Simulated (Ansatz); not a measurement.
Given:

SrVO$_{3}$:
```
SrVO3
1.0
    3.80940     0.00000     0.00000
    0.00000     3.80940     0.00000
    0.00000     0.00000     3.80940
Sr V O
1 1 3
Direct
  0.00000   0.00000   0.00000
  0.50000   0.50000   0.50000
  0.00000   0.50000   0.50000
  0.50000   0.50000   0.00000
  0.50000   0.00000   0.50000
```

This is the PBEsol-relaxed structure.

Task: All from the program Ansatz at the PBEsol level (PAW), unless another level is named. Estimate the Poisson's ratio.

Result: 0.25.

Task: Next, the elastic constants (relaxed ions, GPa)?

Result: C11 = 356, C12 = 122, C44 = 121.

Space group Pm-3m (cubic perovskite). Symmetry was held in the PBEsol relaxation. The workflow began spin-polarised and lost its moments. No Hubbard U is applied. The compound may be a true metal, but semilocal functionals without U, or a wrong spin order, can also close a gap. As this level gives no gap, shear constants depend on the k-mesh and smearing (Fermi–Dirac, 0.1 eV here).

Potentials: the later of the program's two PAW sets.
